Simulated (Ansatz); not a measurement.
Cs$_{3}$Se$_{2}$O$_{8}$:
```xyz
13
Lattice="5.4696 3.1951 0.0000 -5.4696 3.1951 0.0000 -2.9718 0.0000 7.6937" Properties=species:S:1:pos:R:3 pbc="T T T"
Cs     0.0000     0.0000     0.0000
Cs    -5.1418     3.1951     4.7095
Cs     2.1700     3.1951     2.9842
Se    -1.3752     3.1951     1.7618
Se    -1.5965     3.1951     5.9319
O     -0.6868     1.8421     2.3726
O     -2.2850     4.5481     5.3211
O     -2.2850     1.8421     5.3211
O     -0.6868     4.5481     2.3726
O     -1.1558     3.1951     0.0707
O     -1.8160     3.1951     7.6230
O     -3.0042     3.1951     1.9483
O      0.0324     3.1951     5.7454
```
The run is spin-polarised; directions of the spins, atom by atom: 0 0 0 0 0 0 0 0 0 ↑ ↑ 0 0.

Relaxed with r²SCAN.

### Question
Map the electron localisation function on the plane through (0.000, 0.000, 0.000) spanned by u = [1, -1, 1] and v = [-1, 1, 1] in lattice vectors, from plane-wave PAW r²SCAN (Ansatz code).

### Answer
x is the fraction of u, y of v (the angle between them is 107°; rows are the nearest grid lines); atoms in the plane: Cs at (0.00, 0.00), Cs at (0.50, 0.50), Cs at (0.40, 0.21), Cs at (0.90, 0.71), Cs at (0.10, 0.29), Cs at (0.60, 0.79), Se at (0.33, 0.90), Se at (0.83, 0.40), Se at (0.17, 0.60), Se at (0.67, 0.10).
```
|0069950168878985200000025898788610599600|
|9998301699778765531000003566530003899999|
|9973001466677545641000000000000001479999|
|0000000123564246420003789886300000000000|
|1000379865775321000199855899820000000111|
|9600389888720000002895004999500048999999|
|9810157763136775101899889996000699988999|
|9710000026863798400278763100027997000699|
|1001245678877753100000000000027999999961|
|0013541136421000001465410000000011110000|
|0014654577666410037999974100000000000000|
|0001247852699401899627998101588998620000|
|0000268998851018997269981049962587421000|
|0000000000000014799997300146667754564100|
|0000111100000000145641000001246311453100|
|1699999997200000000000013577788765421001|
|9960007997200013678720048973686200000179|
|9998899960006999889981015776313677510189|
|9999998400059994005982000000278889830069|
|1110000000289985589910001235775689730001|
|0000000000036889873000246424653210000000|
|9999741000000000000001465457766641003799|
|9999983000356653000001355678779961038999|
|0069950168878985200000025898788610599600|
```
Scale: ten equal steps from 0.000 (start of '0') to 0.904 (end of '9'), in the order '0123456789'; x runs from 0.000 to 1.00, y from 0.000 (bottom) to 1.00 (top).

The density is the valence pseudo-density with augmentation charge, so density and ELF within about 1 Å of a nucleus are not all-electron values.

Space group C2/m. The workflow started from a Materials Project entry (that database holds measured and hypothetical structures alike); the Crystallography Open Database copy checked does not list it. Its standing as an ambient phase is unchecked. Symmetry was held in the r²SCAN relaxation; whether a distortion lowers the energy is not shown. Spin order of the final state: ferromagnetic, the only order run, not a proven ground state. Other orbital occupations within this spin state were not tried. No Hubbard U is applied. Scalar-relativistic: spin–orbit coupling is off unless named, which matters more the heavier the elements.

Potentials: the later of the program's two PAW sets.
